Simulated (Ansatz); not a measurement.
## From three elastic constants to directional properties of AlOs

These are results of DFT LDA, scalar-relativistic, plane waves, PAW in Ansatz 0.2.0, not measurements. Plane waves to 420 eV; Γ-centred k mesh 14×14×14; Fermi-Dirac smearing of 0.15 eV. No spin polarisation.

Relaxed structure:
```
CELL_PARAMETERS angstrom
2.97422 0.00000 0.00000
0.00000 2.97422 0.00000
0.00000 0.00000 2.97422
ATOMIC_POSITIONS crystal
Al 0.00000 0.00000 0.00000
Os 0.50000 0.50000 0.50000
```

In a metal, frequencies and elastic constants depend on the k mesh and the smearing, soft modes and shear constants most. Spin–orbit coupling is left out, which can shift energies with elements as heavy as these.

With ions relaxed, on the cubic axes: C11 = 391.1, C12 = 196.1, C44 = 164.9 GPa. The density is 13.709 g/cm³.

Q: Is the crystal stable against strain, and how anisotropic is it?

A: Born's conditions hold: C11 + 2C12 = 783.4, C11 − C12 = 194.9 and C44 = 164.9 GPa are all positive. B = (C11 + 2C12)/3 = 261.1 GPa. The two shear moduli are C44 and C′ = (C11 − C12)/2 = 97.5 GPa, so Zener's ratio is A = C44/C′ = 1.69: the tetragonal shear C′ is the soft one, as in many fcc and bcc metals and zincblende crystals. The Cauchy pressure C12 − C44 is 31.2 GPa; it would vanish for pair forces between atoms on inversion centres at zero pressure, and a positive value is usual with metallic or many-body binding.

Q: Give the sound speeds along the three symmetry directions.

A: The Christoffel equation gives ρv² for each branch:
| direction | branch | ρv² | GPa | v (m/s) |
| --- | --- | --- | --- | --- |
| [100] | L | C11 | 391.1 | 5341 |
| [100] | T (×2) | C44 | 164.9 | 3469 |
| [110] | L | (C11 + C12 + 2C44)/2 | 458.5 | 5783 |
| [110] | T, u ∥ [001] | C44 | 164.9 | 3469 |
| [110] | T, u ∥ [1-10] | (C11 − C12)/2 | 97.5 | 2666 |
| [111] | L | (C11 + 2C12 + 4C44)/3 | 481.0 | 5924 |
| [111] | T (×2) | (C11 − C12 + C44)/3 | 120.0 | 2958 |

Q: How does Young's modulus depend on direction?

A: Inverting gives S11 = 3.845, S12 = -1.284, S44 = 6.063 TPa⁻¹. Along a unit vector (l, m, n), 1/E = S11 − 2(S11 − S12 − S44/2)(l²m² + m²n² + n²l²), where the last bracket is 0, 1/4 and 1/3 for [100], [110] and [111]: E = 260, 358 and 409 GPa. With A > 1 the body diagonal is stiffest. For a film on (001), the biaxial modulus is C11 + C12 − 2C12²/C11 = 390 GPa and the normal strain is −2C12/C11 = -1.00 times the in-plane one.

Cost: 2 runs of about 1.1 core-minutes in all, on Intel Xeon Platinum 8275CL (Skylake/Cascade Lake) (shared hosts).